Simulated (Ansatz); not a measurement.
# HgPt: a vibration from a frozen displacement

All numbers below come from DFT r2SCAN, scalar-relativistic, plane waves, PAW (Ansatz 0.2.0). Cutoff 500 eV, Γ-centred 16×16×12 k-points, Gaussian smearing of 0.15 eV. Spin–orbit coupling is left out, which matters for the heavy elements here. No spin polarisation. Energies are free energies at this smearing, counted from the undisturbed cell; pressure is positive in compression.

The undisturbed cell (as given, not relaxed at this level; it stands at 7.5 GPa, and it needn't be the usual structure):

```yaml
crystal:
  lattice:
    - [2.97100, 0.00000, 0.00000]
    - [0.00000, 2.97100, 0.00000]
    - [0.00000, 0.00000, 3.82500]
  atoms:
    - { symbol: Hg, position: [0.00000, 0.00000, 0.00000] }
    - { symbol: Pt, position: [0.50000, 0.50000, 0.50000] }
```

Every Hg atom is moved by x along the Cartesian unit vector (0.000, 0.000, 1.000); the cell and all other atoms stay fixed. The cell's volume is 33.76 Å³; the moved atoms weigh 200.592 u together and the others 195.084 u. Some rows repeat others by symmetry and weren't run.

```csv
x (Å),ΔE (meV/cell),total force on the moved atoms along the move (eV/Å),pressure (GPa)
-0.3000,434.89,2.9725,17.3501
-0.2625,330.96,2.5720,15.0514
-0.2250,241.85,2.1823,13.0593
-0.1875,167.16,1.8025,11.3732
-0.1500,106.56,1.4310,9.9938
-0.1125,59.75,1.0666,8.9214
-0.0750,26.49,0.7078,8.1555
-0.0375,6.61,0.3529,7.6960
0.0000,0.00,0.0000,7.5428
0.0375,6.61,-0.3529,7.6960
0.0750,26.49,-0.7078,8.1555
0.1125,59.75,-1.0666,8.9214
0.1500,106.56,-1.4310,9.9938
0.1875,167.16,-1.8025,11.3732
0.2250,241.85,-2.1823,13.0593
0.2625,330.96,-2.5720,15.0514
0.3000,434.89,-2.9725,17.3501
```

**Question.** What frequency belongs to this motion?

**Answer.** The force constant is k = −dF/dx = 9.411 eV/Å², from the parabola through x = -0.0375, 0 and 0.0375. In every cell the moved atoms swing against the rest, so the mass is μ = m₁m₂/(m₁ + m₂) = 98.900 u, and ν̃ = 521.5 cm⁻¹ × √(|k|/μ) = 161 cm⁻¹, at this cell's pressure of 7.5 GPa. To first order in x, and within 1 %, the force on every atom lies along the move and, within each of the two groups, in proportion to the atom's mass, so this is itself a mode at the zone centre of this cell.

**Question.** How far does the harmonic law reach?

**Answer.** At x = -0.300 Å, kx²/2 = 423.48 meV against the computed 434.89 meV (+2.7 %): the well is still close to harmonic there.

**Question.** The pressure changes with x². What does that say about the frequency under compression?

**Answer.** With E = k(V)x²/2, k ∝ V^(−2γ) and x scaling with the cell as V^(1/3), P − P0 = −∂E/∂V = (2γ − 2/3) ΔE/V. At x = 0.0750 Å, V(P − P0) = 33.76 × 0.61273 / 160.2 eV = 129.12 meV and ΔE = 26.49 meV, so γ = 1/3 + V(P − P0)/(2ΔE) = 2.77. This is the Grüneisen parameter of the motion under uniform scaling of the cell: shrinking the cell evenly by 1 % in volume raises the frequency by about 2.77 %.

In a metal these slopes depend on the k mesh and the smearing.